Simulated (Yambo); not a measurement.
A G0W0@PBEsol run in Yambo for KHF$_{2}$ (space group I4/mcm, No. 140) (4×4×4 Γ-centred k mesh, 118 bands and a 6 Ry block in the screening, 118 bands in G with the Bruneval-Gonze terminator, plasmon pole fitted at 27.2 eV) gives these matrix elements, in eV, at the band edges (Z → Γ):

```csv
state,E0,<Vxc>,<Σx>,<Σc(E0)>,Z
valence edge,0.000,-22.389,-30.566,4.594,0.831
conduction edge,7.178,-8.875,-4.667,-2.750,0.906
```

**Question.** Solve the linearised quasiparticle equation for both states, give the gap, and say how exchange and correlation each act on it.

**Answer.** E = E0 + Z(Σx + Σc − Vxc). Valence: 0.000 + 0.831 × (-30.566 + (4.594) − (-22.389)) = -2.98 eV. Conduction: 7.178 + 0.906 × (-4.667 + (-2.750) − (-8.875)) = 8.50 eV. The gap is 11.48 eV, against 7.18 eV in PBEsol. Replacing Vxc by bare exchange alone would open it by 12.38 eV; correlation takes back 7.34 eV of that, and Z scales what is left. Nearest settings tried, and what they do to the gap: 2 Ry block (43 vectors against 181): +726 meV. Not varied: bands in G, bands in W, mesh. So the settings aren't converged at that level. 

Geometry of the Materials Project entry, not relaxed at this level; primitive cell a = b = c = 5.188 Å, α = β = 114.69°, γ = 99.48°.
